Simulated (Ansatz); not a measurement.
Input:

Starting cell, Si (diamond):

```
CELL_PARAMETERS angstrom
      0.00000     2.71678     2.71678
      2.71678     0.00000     2.71678
      2.71678     2.71678     0.00000
ATOMIC_POSITIONS crystal
  Si 0.50000 0.50000 0.50000
  Si 0.75000 0.75000 0.75000
```

In this cell atom 1 (Si, nearest neighbour Si at 2.353 Å; its periodic images, 3.8 Å or more away, move with it) is moved by s along Cartesian [110], unit vector (0.707, 0.707, 0.000); all other atoms and the cell stay fixed.

Computed with PBEsol (plane waves to 420 eV, PAW, scalar-relativistic; Ansatz, a program for electronic structure). k mesh 9×9×9 (Γ-centred), Fermi-Dirac smearing 0.05 eV. E stands for the smeared free energy. As the smearing reaches across the gap at some points, energies and forces of such displacements shift with the k mesh and the smearing. Si was relaxed with its symmetry unable to fall. The PAW data are Ansatz's earlier set. The zero of ΔE is the undisplaced structure.

The scan covers s from -0.240 to 0.240 Å in 11 points.

**Question.** Is this a single well or a double well?

**Answer.** A single well with its minimum at or next to zero displacement.

**Question.** Is the energy the same for equal positive and negative displacements?

**Answer.** Even: the same for both signs. With its periodic images moving along, the atom's site symmetry in this cell is -43m.

**Question.** What is the force constant k = d²E/ds² of this move at s = 0?

**Answer.** 13.3 eV/Å².

(For displaced atoms, the force is minus the slope of the energy, and its curvature is a force constant, which sets phonon frequencies.)
